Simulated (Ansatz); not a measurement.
A plane-wave DFT run in Ansatz 0.2.0 (scalar-relativistic PAW potentials unless the input names others): input and command.

```yaml
crystal:
  lattice:
    - [4.59983732, 0.0, 0.0]
    - [0.0, 4.59983732, 0.0]
    - [0.0, 0.0, 2.95921356]
  atoms:
    - { symbol: Ti, position: [0.5, 0.5, 0.0] }
    - { symbol: Ti, position: [0.0, 0.0, 0.5] }
    - { symbol: O, position: [0.69567868, 0.69567868, 0.5] }
    - { symbol: O, position: [0.80432132, 0.19567868, 0.0] }
    - { symbol: O, position: [0.19567868, 0.80432132, 0.0] }
    - { symbol: O, position: [0.30432132, 0.30432132, 0.5] }
basis:
  ecutwfc: 500
  ecutrho_ratio: 9
kpoints:
  mp_grid: { grid: [6, 6, 10] }
hamiltonian:
  xc: r2scan
scf:
  occupations: { method: gaussian, width: 0.02 }
output:
  forces: true
  eigenvalues: true
  stress: true
relax:
  adjacent_minimum: "off"
  f_tol: 0.005
  max_steps: 80
  cell: { stress_tol: 0.05 }
```

```bash
ansatz run input.yaml --threads 8 --pin off --max-ram 20480MiB --backend cpu --events-out ev --progress --plain --runs-dir out
```

Abridged log:
```
Pseudopotentials: kind: paw
Pseudopotential: Ti, paw, valence charge 12, recommended cutoff 500 eV (meta_gga)
Pseudopotential: O, paw, valence charge 6, recommended cutoff 500 eV (meta_gga)
Functional definition: r2SCAN
Crystal: 6 atoms, lattice volume = 62.613 Å³
Basis set: ecut = 500 eV, 1559 PW (Γ), exchange–correlation on 216×216×144 points (64 copies of the dense FFT grid, shifted against one another)
Bands: 30, of which v1, the nominal top of the filled ones, is band 24 counted from 1 (23 counted from 0)
Symmetry: 16 space group operations
Space group: P42/mnm (ITA 136), of the structure as read, at distance tolerance 4.0e-5 Å
k-points: 60 of 360
Initial density: superposition of atomic densities (neutral atoms: chi_scale 0, normalization atom), corrected by the library's trained network
Initial wavefunctions: pseudopotential atomic-orbital guess
Functional: x = r2scan, c = r2scan; τ floored in thin density (d = 2e-4 eV/Å³)
SCF iter   1: F=—  HF=-7292.564324 eV  |F-HF|=—  |Δ(HF+E_count)|=         —  Δρ=2.75e-2  dr2=5.56e-1  dr2_τ=3.83e-1  ethr=1.77e-3  ⟨swp⟩=5.9  Hψ=7421  notcnv=0
SCF iter   2: F=—  HF=-7292.583015 eV  |F-HF|=—  |Δ(HF+E_count)|=   1.87e-2  Δρ=1.23e-2  dr2=4.58e-2  dr2_τ=2.85e-2  ethr=1.16e-3  ⟨swp⟩=3.0  Hψ=3949  notcnv=0  defer=91
SCF iter   3: F=—  HF=-7292.577270 eV  |F-HF|=—  |Δ(HF+E_count)|=   5.75e-3  Δρ=4.05e-3  dr2=6.19e-3  dr2_τ=5.37e-4  ethr=9.55e-5  ⟨swp⟩=2.0  Hψ=2938  notcnv=0  defer=91
SCF iter   4: F=—  HF=-7292.576988 eV  |F-HF|=—  |Δ(HF+E_count)|=   2.82e-4  Δρ=1.17e-3  dr2=4.37e-4  dr2_τ=1.08e-4  ethr=1.29e-5  ⟨swp⟩=2.0  Hψ=2689  notcnv=0  defer=91
SCF iter   5: F=—  HF=-7292.577056 eV  |F-HF|=—  |Δ(HF+E_count)|=   6.82e-5  Δρ=1.87e-4  dr2=2.49e-5  dr2_τ=1.54e-6  ethr=9.10e-7  ⟨swp⟩=2.1  Hψ=2776  notcnv=0  defer=91
SCF iter   6: F=—  HF=-7292.577066 eV  |F-HF|=—  |Δ(HF+E_count)|=   9.36e-6  Δρ=5.11e-5  dr2=2.24e-6  dr2_τ=1.13e-7  ethr=5.19e-8  ⟨swp⟩=2.0  Hψ=3160  notcnv=0  defer=91
SCF iter   7: F=—  HF=-7292.577066 eV  |F-HF|=—  |Δ(HF+E_count)|=   2.51e-8  Δρ=2.21e-5  dr2=3.61e-7  dr2_τ=1.76e-8  ethr=4.67e-9  ⟨swp⟩=2.1  Hψ=2490  notcnv=0  defer=91
SCF iter   8: F=-7292.577066 eV  HF=-7292.577066 eV  |F-HF|=3.20e-9  |Δ(HF+E_count)|=   3.17e-8  Δρ=2.88e-6  dr2=5.92e-9  dr2_τ=9.79e-11  ethr=2.08e-10  ⟨swp⟩=8.7  Hψ=7003  notcnv=0
SCF 1 converged in 8 iterations: F = -7292.577066 eV  dr2 = 5.92e-9
relax step   1: F+E_penalty+E_count = -7292.57706571 eV  Δ(F+E_penalty+E_count) = +0.000e0 eV  max|allowed force component| = 3.946e-2 eV/Å  Δτ_max = 0.0000 Å  P = -0.953 GPa  Ω = 62.613 Å³  (8 SCF iters, dr2 threshold 1.00e-7 eV, accepted)
Crystal: 6 atoms, lattice volume = 62.446 Å³
Initial density: handed on by an earlier stage of this run
Initial wavefunctions: those handed on with the density
   ...
SCF iter   3: F=—  HF=-7292.578100 eV  |F-HF|=—  |Δ(HF+E_count)|=   1.72e-6  Δρ=4.69e-5  dr2=1.54e-6  dr2_τ=1.51e-7  ethr=9.50e-9  ⟨swp⟩=2.5  Hψ=2946  notcnv=0
SCF iter   4: F=—  HF=-7292.578099 eV  |F-HF|=—  |Δ(HF+E_count)|=   2.04e-7  Δρ=1.24e-5  dr2=4.59e-8  dr2_τ=4.49e-9  ethr=3.21e-9  ⟨swp⟩=2.0  Hψ=2710  notcnv=0
SCF iter   5: F=-7292.578099 eV  HF=-7292.578099 eV  |F-HF|=2.95e-9  |Δ(HF+E_count)|=   2.56e-8  Δρ=2.99e-6  dr2=6.74e-9  dr2_τ=8.46e-10  ethr=2.74e-11  ⟨swp⟩=4.4  Hψ=5900  notcnv=0
SCF 4 converged in 5 iterations: F = -7292.578099 eV  dr2 = 6.74e-9
relax step   4: F+E_penalty+E_count = -7292.57809946 eV  Δ(F+E_penalty+E_count) = -3.352e-6 eV  max|allowed force component| = 2.582e-3 eV/Å  Δτ_max = 0.0008 Å  P = -0.001 GPa  Ω = 62.411 Å³  energy of the carried Pulay correction = +1.345e-4 eV  (5 SCF iters, dr2 threshold 1.32e-8 eV, accepted)
Initial wavefunctions: pseudopotential atomic-orbital guess (no wavefunctions were taken with the density)
SCF iter   1: F=—  HF=-7292.577957 eV  |F-HF|=—  |Δ(HF+E_count)|=         —  Δρ=1.16e-5  dr2=1.37e-8  dr2_τ=4.43e-8  ethr=1.07e-8  ⟨swp⟩=3.0  Hψ=12216  notcnv=0
SCF iter   2: F=—  HF=-7292.577958 eV  |F-HF|=—  |Δ(HF+E_count)|=   2.94e-7  Δρ=6.24e-6  dr2=3.96e-9  dr2_τ=3.13e-9  ethr=2.85e-11  ⟨swp⟩=2.0  Hψ=2956  notcnv=0
SCF iter   3: F=—  HF=-7292.577958 eV  |F-HF|=—  |Δ(HF+E_count)|=   4.79e-9  Δρ=2.16e-6  dr2=2.50e-9  dr2_τ=3.87e-10  ethr=8.26e-12  ⟨swp⟩=2.0  Hψ=2741  notcnv=0
SCF iter   4: F=—  HF=-7292.577958 eV  |F-HF|=—  |Δ(HF+E_count)|=  2.49e-10  Δρ=4.20e-7  dr2=1.16e-10  dr2_τ=7.59e-12  ethr=5.21e-12  ⟨swp⟩=2.4  Hψ=2619  notcnv=0
SCF iter   5: F=-7292.577958 eV  HF=-7292.577958 eV  |F-HF|=3.64e-12  |Δ(HF+E_count)|=  2.00e-11  Δρ=1.54e-7  dr2=1.36e-11  dr2_τ=1.52e-12  ethr=1.00e-12  ⟨swp⟩=4.0  Hψ=5777  notcnv=0
SCF 5 converged in 5 iterations: F = -7292.577958 eV  dr2 = 1.36e-11
SCF converged after 5 iterations
Free energy (F): -7292.577958 eV
Harris-Foulkes:  -7292.577958 eV  (|F-HF|=3.64e-12)
Internal energy: -7292.577958 eV  (E = F + TS)
E sigma→0 (E₀):  -7292.577958 eV
Fermi energy:    9.918519 eV
--- Forces (eV/Å), atoms counted from 1 ---
  atom   1  Ti     0.00000000     0.00000000     0.00000000
  atom   2  Ti     0.00000000     0.00000000     0.00000000
  atom   3  O      0.00261588     0.00261588     0.00000000
  atom   4  O     -0.00261588     0.00261588     0.00000000
  atom   5  O      0.00261588    -0.00261588     0.00000000
  atom   6  O     -0.00261588    -0.00261588     0.00000000
--- Stress (GPa, compression-positive) ---
        0.018334       0.000000       0.000000
        0.000000       0.018334       0.000000
        0.000000       0.000000      -0.035236
  P = ⅓ Tr σ = 0.0005 GPa (0.005 kbar)
--- Relaxed structure (4 steps of the walk, 4 accepted, 1 SCFs on fresh bases) ---
  F+E_penalty+E_count = -7292.57795774 eV   max|allowed force component| = 2.616e-3 eV/Å   (the final SCF, on the basis selected at the relaxed cell)
  cell:  # Å, volume = 62.4113 Å³
    - [4.59644691, 0.0, 0.0]
    - [0.0, 4.59644691, 0.0]
    - [0.0, 0.0, 2.95405463]
  atoms:
    - { symbol: Ti, position: [0.5, 0.5, 0.0] }
    - { symbol: Ti, position: [0.0, 0.0, 0.49999999] }
    - { symbol: O, position: [0.69536100, 0.69536100, 0.49999999] }
    - { symbol: O, position: [0.80463899, 0.19536100, 0.0] }
    - { symbol: O, position: [0.19536100, 0.80463899, 0.0] }
    - { symbol: O, position: [0.30463899, 0.30463899, 0.49999999] }
```

Apart from outputs and empty bands, the input differs from a reference run on usual settings in basis.ecutrho_ratio: not typed → 9. The reference, at the same start, ended its own course with a relaxed volume of 10.40 Å³/atom, pressure 0.00 GPa, largest force 0.004 eV/Å, gap on the mesh 2.22 eV. This run converged in 27 SCF iterations over all its steps (reference: 27) with an energy at zero smearing within 0.01 meV/atom of the reference's, a relaxed volume of 10.40 Å³/atom, pressure 0.00 GPa, largest force 0.004 eV/Å, gap on the mesh 2.22 eV.

The run took 15 s on 8 threads of Intel(R) Xeon(R) Platinum 8259CL CPU @ 2.50GHz (Skylake/Cascade Lake), with other jobs on the host, peak memory 1.1 GiB.